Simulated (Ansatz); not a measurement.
**PBE against r2SCAN over 8 crystals**

Computed bulk modulus (GPa) at each level. Moduli come from Birch-Murnaghan fits over scaled cells with fixed shape and fractions. Not every cell is the stable form of its formula. Spin polarisation and spin-orbit coupling are off unless named.

- PBE: Ansatz (Ansatz PAW); cutoff 420 eV; k meshes of 216 to 343 points
- r2SCAN: Ansatz (Ansatz PAW, made for PBE); cutoff 500 eV; k meshes of 216 to 343 points

```csv
crystal,PBE,r2SCAN
PdGe3 (Pm-3m),86.3,98.8
Sn3Se (Fm-3m),49.2,55.1
GaSb3 (Fm-3m),49.3,?
InSb3 (Fm-3m),50.7,56.6
SnTe3 (Fm-3m),48.3,50.5
In3As (Pm-3m),40.4,?
GaGe3 (Fm-3m),62.9,?
BiTe (Fm-3m),46.5,50.6
```

Q: Estimate the r2SCAN values left open from the trend in the other rows.

A: The rows shown shift by +11.6 % in the median. The runs gave GaSb3 54.0; In3As 44.8; GaGe3 70.7 GPa. Over all rows, from the values as printed: r2SCAN lies above PBE in 8 of 8 crystals, with a median shift of +11.3 % (+4.6 % for SnTe3 to +14.5 % for PdGe3). Spin-orbit coupling, where left out, moves volumes and moduli of the heaviest elements a little. Meshes of this size aren't converged for the metals. Columns can differ in cutoffs within a row, which adds scatter of its own.
